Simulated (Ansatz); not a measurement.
## Fields on a plane of Se (trigonal-Se type, space group P3_121)

```xyz
3
Lattice="4.0391 0.0000 0.0000 -2.0195 3.4979 0.0000 0.0000 0.0000 5.1204" Properties=species:S:1:pos:R:3 pbc="T T T"
Se     0.5022     0.8698     2.5602
Se     3.0347     0.0000     4.2670
Se    -1.5174     2.6282     0.8534
```

The slice is a (-1 1 0 2) plane (indices of the conventional cell) through the point (0.751, 0.000, 0.833) (fractional), spanned by u = [110] and v = [1 -1 1] in vectors of this cell: u (4.04 Å) and v (8.67 Å, at 90° to u). It covers one period; positions are fractions (u, v).

Atoms on it: Se at (0.87, 0.64), 0.2 Å off the plane; Se at (0.00, 0.00). Other atoms lie within 1 Å of the plane.

The numbers are results of PBEsol (plane waves to 420 eV, PAW, scalar-relativistic; Ansatz, an electronic-structure program), not measurements. k mesh 9×9×7. Near the nuclei the fields are pseudised (PAW); where an atom keeps semicore shells as valence, they peak there. Se was relaxed with its symmetry unable to fall. The PAW data are Ansatz's earlier set.

```
|##++--::..  ::--++|
|==--::..    ..::--|
|::::..        ..::|
|::..        ..::::|
|--::..    ..::--==|
|==--..  ..::--++**|
|**--::....::==##@@|
|++--::....::==**##|
|==::..  ..::--====|
|::..      ..::::--|
|::..        ....::|
|----::..    ..::--|
|====--..    ..--==|
|##++==::..  ::--++|
|##++--::    ::--++|
|====--..    ..--==|
|----::..    ..::--|
|====::..    ..::==|
|##++--::    ::--++|
|@@##==::....::==##|
```
Scale: ten equal steps from -1.62 (start of ' ') to 1.81 (end of '@'), in the order ' .:-=+*#%@'. Values: log₁₀ of the valence density in e/Å³. The map has 9 points along u (two characters each, u = 0 at the left) and 20 along v (v = 0 in the bottom row). The scale is logarithmic, as a density can span decades between atoms and voids.

```
|-+=.  .=*|
|::.    .:|
|         |
|.      ..|
|=.    .=*|
|#:    :#@|
|+:    :..|
|+:    :-=|
|+.    :+#|
|.      ::|
|         |
|...     .|
|+*-    .-|
|+@*.  .-=|
|:#+.   --|
|.-:    ..|
|..      .|
|:..    .:|
|.--.  .=+|
| ++.  .**|
```
Scale: ten equal steps from 0.002 (start of ' ') to 0.176 (end of '@'), in the order ' .:-=+*#%@'. Values: density of the highest valence band (whole band, smooth part) in e/Å³. The map has 9 points along u (one character each, u = 0 at the left) and 20 along v (v = 0 in the bottom row).
